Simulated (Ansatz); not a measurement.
Relaxed-ion elastic tensor of NbSnS in space group P4/nmm (No. 129; Nb on 2c, Sn on 2a, S on 2c) in GPa (Voigt order), PBEsol (plane waves, PAW; program Ansatz); density 7.23 g/cm³, 18.65 Å³ per atom.

```
  168    129   64.2    0.0    0.0    0.0
  129    168   64.2    0.0    0.0    0.0
 64.2   64.2    276    0.0    0.0    0.0
  0.0    0.0    0.0  -15.2    0.0    0.0
  0.0    0.0    0.0    0.0  -15.2    0.0
  0.0    0.0    0.0    0.0    0.0   72.2
```

Q: Is the crystal mechanically stable?

A: No: the smallest eigenvalue of C is -15.2 GPa.

The start of the workflow was typed in or built on a structure type; neither database checked (COD, Materials Project) lists it. Its standing as an ambient phase is unchecked. The cell was relaxed with PBEsol under the symmetry of its start. At this level the phase is mechanically unstable. The workflow began spin-polarised and lost its moments. The volume moved by -18 % from the start of the relaxation. As this level gives no gap, shear constants depend on the k-mesh and smearing (Fermi–Dirac, 0.1 eV here). On the denser mesh and wider smearing of the elastic run this cell carries a stress of 0.4 GPa. Spin–orbit coupling is left out wherever it is not named.

Potentials: the later of the program's two PAW sets.
